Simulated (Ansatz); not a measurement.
Cu$_{2}$O in space group Fd-3m (No. 227; O on 8b, Cu on 16d), DFT-r²SCAN in the program Ansatz with PAW potentials. The conduction-band minimum lies at Γ, with 1 equivalent valley. Second derivatives d²E/dk² of the lowest band at one valley (eV·Å²), along Cartesian directions:

```csv
direction,d²E/dk²
[100],7.203
[010],7.203
[001],7.203
[110],7.203
[101],7.203
[011],7.203
```

**Question.** Find the principal effective masses, the density-of-states mass and the conductivity mass.

**Answer.** Off-diagonal terms follow from H_xy = H[110] − (H_xx + H_yy)/2, and m*/mₑ = 7.620 eV·Å² over each eigenvalue: 1.1, 1.1, 1.1. One valley's DOS mass (m₁m₂m₃)^(1/3) = 1.1, conductivity mass 3/(Σ 1/mᵢ) = 1.1 mₑ.

**Question.** What effective density of states Nc follows at 300 K for parabolic valleys?

**Answer.** Nc = 2.509e19 × 1 × (1.1)^(3/2) ≈ 2.9e19 cm⁻³.

The start of the workflow was typed in or built on a structure type; neither database checked (COD, Materials Project) lists it. It is not the phase usual at ambient conditions (space group No. 224). The r²SCAN relaxation kept the symmetry of its start; whether a distortion lowers the energy is not shown. The workflow began spin-polarised and lost its moments. No Hubbard U is applied.

Potentials: the later of the program's two PAW sets.

Edges and masses are those of Kohn–Sham bands, whose gap is no quasiparticle gap.
